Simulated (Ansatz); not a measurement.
Method: DFT PBE, scalar-relativistic, plane waves, PAW (Ansatz 0.2.0). All cells share a 420 eV cutoff and Γ-centred k meshes spaced at most about 0.3 Å⁻¹ (about 0.25 or finer for metals, 2π included). No spin polarisation in the final relaxations.

These are static total energies at zero pressure.

Two relaxed structures of NbTlO2:

A.

```
Nb Tl O
1.0
     3.92511    0.00000    0.00000
     0.00000    3.92511    0.00000
     0.00000    0.00000    5.11015
Nb Tl O
1 1 2
Direct
  0.50000 0.50000 0.50000
  0.00000 0.00000 0.00000
  0.00000 0.50000 0.50000
  0.50000 0.00000 0.50000
```

B.

```
Nb Tl O
1.0
     3.71458    0.00000    0.00000
     0.00000    3.71458    0.00000
     0.00000    0.00000    5.88269
Nb Tl O
1 1 2
Cartesian
  0.0000 0.0000 2.9413
  1.8573 1.8573 0.0000
  0.0000 1.8573 3.4667
  1.8573 0.0000 2.4159
```

Question: Which would you expect to be lower, and how large is the difference?

Answer: B is lower, by 139 meV/atom. A has space group P4/mmm (No. 123), 19.7 Å³/atom and no gap on its mesh; B has space group P-4m2 (No. 115), 20.3 Å³/atom and no gap. Counting O atoms around Nb and Tl (those within 1.25 times the shortest such distance or 1.15 times the sum of covalent radii, 1.27 where that leaves under three; the shortest distance is added where it exceeds 1.18 times the sum of covalent radii), A has Nb 4, Tl 8 from 3.2 Å and B has Nb 4, Tl 4 from 3.0 Å. The lower one is the more open, so pressure narrows the difference. In A, around Nb lie 4 O at 1.96 Å; around Tl lie 8 O at 3.22 Å (long against covalent radii, as for large ions); O has 2 Nb at 1.96 Å, 4 O at 2.78 Å and 4 Tl at 3.22 Å. In B, around Nb lie 4 O at 1.93 Å; Tl is surrounded by 4 O at 3.05 Å (long against covalent radii, as for large ions); O has 2 Nb at 1.93 Å, 4 O at 2.83 Å and 2 Tl at 3.05 Å. Both come from invented guesses.

These runs have no spin–orbit coupling, which can matter for Tl. A magnetic state wasn't ruled out in cells without spin, among them P4/mmm. Cells relaxed within their symmetry can be saddle points. The P-4m2 cell of NbTlO2 came from shaking the P4/mmm one.
